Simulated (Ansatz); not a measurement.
Ansatz (a first-principles code) input:

Ansatz 0.2 input:
```yaml
crystal:
  lattice:
    - [2.7646457884, 0.0, 0.0]
    - [0.0, 2.7646457884, 0.0]
    - [0.0, 0.0, 3.8156567424]
  atoms:
    - { symbol: Ru, position: [0.0, 0.0, 0.0] }
    - { symbol: Mo, position: [0.5, 0.5, 0.5] }
kpoints:
  mp_grid: { grid: [15, 15, 11] }
hamiltonian:
  xc: r2scan
  pseudopotentials: { azcp: { folder: ./paw }, kind: paw }
scf:
  occupations: { method: gaussian, width: 0.1 }
checkpoint: { read: metal.run }
output: { bader: true, populations: true }
```

Output (shortened):

```
Pseudopotential: Ru, paw, valence charge 16
Pseudopotential: Mo, paw, valence charge 14
Functional definition: r2SCAN
Crystal: 2 atoms, lattice volume = 29.164 Å³
Basis set: ecut = 500 eV, 725 PW (Γ), exchange–correlation on 96×96×120 points (64 copies of the dense FFT grid, shifted against one another)
Bands: 23, of which v1, the nominal top of the filled ones, is band 15 counted from 1 (14 counted from 0)
Symmetry: 16 space group operations
Space group: P4/mmm (ITA 123), of the structure as read, at distance tolerance 3.1e-5 Å
k-points: 216 of 2475
Stability of the state it starts from, as read at its close in the unpolarized treatment …
iter 1 solved again at ethr=2.23e-8 eV; its pass at ethr=3.10e-3 eV (dr2=6.69e-6 eV) is discarded
SCF iter   1: F=—  HF=-10858.214996 eV  |F-HF|=—  |Δ(HF+E_count)|=         —  Δρ=2.57e-7  dr2=2.14e-11  dr2_τ=8.64e-12  ethr=2.23e-8  ⟨swp⟩=3.5  Hψ=36191  notcnv=0
preconditioner: auto → none
SCF iter   2: F=-10858.214996 eV  HF=-10858.214996 eV  |F-HF|=2.20e-10  |Δ(HF+E_count)|=   1.60e-7  Δρ=6.34e-7  dr2=2.39e-10  dr2_τ=2.16e-11  ethr=1.00e-12  ⟨swp⟩=5.8  Hψ=17711  notcnv=0
SCF 1 converged in 2 iterations: F = -10858.214996 eV  dr2 = 2.39e-10
SCF converged after 2 iterations
Free energy (F): -10858.214996 eV
Harris-Foulkes:  -10858.214996 eV  (|F-HF|=2.20e-10)
Internal energy: -10858.203036 eV  (E = F + TS)
E sigma→0 (E₀):  -10858.209016 eV
Entropy (-TS):   -0.011960 eV (-5.980 meV/atom)
Fermi energy:    21.769716 eV
--- Per-component energies (eV) ---
  E_band       = -141.776915
  E_kinetic    = 881.590877
  E_local      = -2080.985199  (includes V_loc(G=0)·N_el)
  E_nonlocal   = 561.313119
  E_hartree    = 701.956983
  E_xc         = -334.490324
  E_vxc        = -485.512383  (∫ρ·V_xc dr)
  E_paw        = -6748.236659  (= ΣΔE_a)
  E_vpaw       = -455.987821  (= ΣTr[D̂ρ^β])
  E_aug_tail   = 0.000655  (compensation charges beyond the density's cutoff)
  E_vtau       = 33.890155  (kinetic-family band-sum trace: ∫τ·v_τ [+ j·A + Jᵃ·Aᵃ] dr)
  E_ewald      = -3838.820336
  E_core_change = -0.532153  (= ΣΔE_core)
  E_smearing   = -0.011960  (= −TS)
  E_closure    =  0.000000  (closes the sum)
  Σ components = -10858.214996   (vs F -10858.214996, Δ=0.00e0)
  [band-id]    e_kinetic+e_local+e_nonlocal+2·e_hartree+e_vxc+e_vpaw+e_augmentation_tail+e_vtau = -141.776628   (vs E_band -141.776915, Δ=2.86e-4)
--- Band table (eV; the first three rows and the last of 216) ---
  k-point 0: bands = ["-52.8649", "-41.1327", "-22.1512", "-21.8459", "-21.8459", "-14.4392", "-13.9579", "-13.9579", "14.1059", "15.7803", "16.3323", "19.8192", "19.8192", "20.3008", "22.1567", "22.9985", "25.4248", "25.6229", "25.6229", "26.2326", …
  k-point 1: bands = ["-52.8648", "-41.1331", "-22.1488", "-21.8455", "-21.8455", "-14.4475", "-13.9588", "-13.9588", "14.2332", "15.8584", "16.3904", "19.8837", "19.8837", "20.1873", "22.1802", "22.8752", "25.3864", "25.4135", "25.4135", "25.8489", …
  k-point 2: bands = ["-52.8645", "-41.1340", "-22.1425", "-21.8444", "-21.8444", "-14.4699", "-13.9614", "-13.9614", "14.6029", "16.0791", "16.5625", "19.8707", "20.0735", "20.0735", "22.2460", "22.5191", "24.8703", "24.8703", "24.8939", "25.2809", …
  k-point 215: bands = ["-52.7732", "-40.9232", "-22.2453", "-22.2444", "-22.0326", "-14.7631", "-14.7627", "-14.3313", "17.3528", "17.5675", "18.4710", "18.4751", "19.4775", "19.5280", "21.4997", "23.4770", "23.9625", "26.5083", "32.0541", "32.7114", …
--- Löwdin populations: 2 sites ---
  site symbol       q [e]
     0     Ru     15.9298
     1     Mo     13.8886
  spilling = 0.006055 (of n_electrons = 30.000000)
--- Bader charges: 2 sites ---
  site symbol  charge [e]  shift [e]
     0     Ru     -0.5882     0.0006
     1     Mo      0.5882     0.0006
  shift: an alarm, by how much a part of what the PAW files miss would move the charge. Where it is large, compare
  with a run on PAW files of another source; a small one proves nothing
  estimated error of the sums over rays = 6.8e-4 e
```

Cost: very roughly 27 core-seconds on shared cores.

The start of the workflow was typed in or built on a structure type; neither database checked (COD, Materials Project) lists it. Its standing as an ambient phase is unchecked. The cell was relaxed with r²SCAN under the symmetry of its start; its stability against distortions is not shown here. No spin polarisation was allowed. Scalar-relativistic: spin–orbit coupling is off unless named, which matters more the heavier the elements.

Potentials: the earlier of the program's two PAW sets.

Ansatz is a plane-wave DFT program.
